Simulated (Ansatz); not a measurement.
# Sc: electron density at the nuclei under pressure

```
Sc
1.0
     3.31937    0.00000    0.00000
    -1.65969    2.87466    0.00000
     0.00000    0.00000    5.16785
Sc
2
Direct
  0.33333 0.66667 0.25000
  0.66667 0.33333 0.75000
```

Atoms are numbered in the order listed.

The cell was built from the hcp type and relaxed in the same program, and has space group P6_3/mmc; it needn't be a known or the stable phase.

All numbers below come from DFT, PBE, all-electron PAW with datasets made for the crystal, scalar-relativistic in Ansatz 0.2.0.

The runs use a Γ-centred 15×15×8 k mesh, Fermi–Dirac smearing of 0.05 eV, cutoff 220 eV (chosen by the program for this cell), no spin polarisation.

The contact density is the mean electron density over the nuclear volume; its changes follow the s electrons' response to bonding and compression. Changes below are taken from the unscaled cell, where it is 48608.5 e/Å³ at Sc1.

```json
{"V/V(cell)": "0.9405", "P (GPa)": "3.7", "Δρ(0) Sc1 (e/Å³)": "?"}
{"V/V(cell)": "1.0000", "P (GPa)": "0.0", "Δρ(0) Sc1 (e/Å³)": "0.00"}
{"V/V(cell)": "1.0600", "P (GPa)": "-2.9", "Δρ(0) Sc1 (e/Å³)": "?"}
```

(1) Fill in "Δρ(0) Sc1 (e/Å³)" for the row "1.0600".

(2) Give the missing entry: row "0.9405", column "Δρ(0) Sc1 (e/Å³)".

The datasets are made afresh for each cell, so very small changes are uncertain.

## Answers

(1) -0.57.

(2) 0.64.
